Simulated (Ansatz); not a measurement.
WSe$_{2}$:
```
WSe2
1.0
    3.30261     0.00000     0.00000
   -1.65130     2.86014     0.00000
    0.00000     0.00000    13.22578
W Se
2 4
Direct
  0.66667   0.33333   0.75000
  0.33333   0.66667   0.25000
  0.33333   0.66667   0.87579
  0.66667   0.33333   0.12421
  0.66667   0.33333   0.37579
  0.33333   0.66667   0.62421
```

Relaxed with r²SCAN+D4.

### Question
Give the Bader charges and basin volumes of the independent atoms, the program Ansatz at the r²SCAN+D4 level (PAW).

### Answer


| atom | Bader charge (e) | Bader volume (Å³) |
|---|---|---|
| W1 | +1.18 | 14.2 |
| Se3 | -0.59 | 24.1 |

Space group P6_3/mmc. Symmetry was held in the r²SCAN+D4 relaxation. The run is not spin-polarised. Spin–orbit coupling is left out wherever it is not named.

Potentials: the later of the program's two PAW sets.
